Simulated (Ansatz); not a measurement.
# Structures of Ru₂Pb: which is lowest?

Plane-wave DFT in Ansatz with scalar-relativistic PAW potentials, cutoff 420 eV, Γ-centred meshes chosen by cell and gap, Gaussian smearing with energies taken to zero width. Every cell was relaxed (cell and atoms) in a run of its own, within the symmetry of its start. Functional: PBE.

Relaxed structures (starts from databases or built by putting these elements on another compound's sites):
A. R-3m, 3 atoms in the computed cell, a = 3.887 Å, c = 15.226 Å; sites (symmetry × multiplicity) Ru 3m × 6, Pb -3m × 3; start: built
B. P6/mmm, 3 atoms in the computed cell, a = 4.426 Å, c = 3.143 Å; sites (symmetry × multiplicity) Ru -6m2 × 2, Pb 6/mmm × 1; start: built

Question: Rank them by energy. Could pressure change the order?

Answer:
| structure | group | E − E(lowest) (meV/atom) | V (Å³/atom) | gap on mesh (eV) |
| --- | --- | --- | --- | --- |
| B | P6/mmm | 0.0 | 17.77 | 0.00 |
| A | R-3m | 6.9 | 22.14 | 0.00 |

B is lowest, 7 meV/atom under A. The lowest is also the densest of these, so pressure wouldn't bring one of the others in at first order. Other structures may lie lower than all of these, and vibrations aren't counted.

Spin-orbit coupling is left out, which matters for the bands of heavy elements. For Tl, Pb and Bi spin-orbit coupling shifts energies too.